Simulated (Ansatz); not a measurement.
WC (WC type, space group P-6m2)

```xyz
2
Lattice="2.9220 0.0000 0.0000 -1.4610 2.5305 0.0000 0.0000 0.0000 2.8473" Properties=species:S:1:pos:R:3 pbc="T T T"
W      0.0000     0.0000     0.0000
C      1.4610     0.8435     1.4236
```

The slice is a (-1 1 0 0) plane (indices of the conventional cell) through the point (0.667, 0.333, 0.500) (fractional), spanned by u = [001] and v = [110] in vectors of this cell: u (2.85 Å) and v (2.92 Å, at 90° to u). It covers one period; positions are fractions (u, v).

Method: PBE (plane waves to 420 eV, PAW, scalar-relativistic; Ansatz, a first-principles code). k mesh 18×18×16. Near the nuclei the fields are pseudised (PAW); where an atom keeps semicore shells as valence, they peak there. Spin-orbit coupling is left out, though W is heavy. The PAW data are Ansatz's earlier set. WC is run without spin polarisation. WC was relaxed with its symmetry unable to fall.

Question: Sketch the valence electron density on this plane as a map.

Answer: 
```
|9999999988665533221111112233556688999999|
|9999999977664433221111112233446677999999|
|9999888866554433221111112233445566888899|
|8888776655443333222222222233334455667788|
|6666555544443333333333333333334444555566|
|4444443333333333444444444433333333334444|
|2222222222223344555566555544332222222222|
|1111111111223355667777776655332211111111|
|0000000011224455778888887755442211000000|
|0000000011224455778888887755442211000000|
|0000000011224455778888887755442211000000|
|1111111111223355667777776655332211111111|
|2222222222223344555566555544332222222222|
|4444443333333333444444444433333333334444|
|6666555544443333333333333333334444555566|
|8888776655443333222222222233334455667788|
|9999888866554433221111112233445566888899|
|9999999977664433221111112233446677999999|
|9999999988665533221111112233556688999999|
|9999999988665533221111112233556688999999|
```
Scale: ten equal steps from -0.62 (start of '0') to 0.23 (end of '9'), in the order '0123456789'. Values: log₁₀ of the valence density in e/Å³. The map has 20 points along u (two characters each, u = 0 at the left) and 20 along v (v = 0 in the bottom row). The scale is logarithmic, as a density can span decades between atoms and voids.
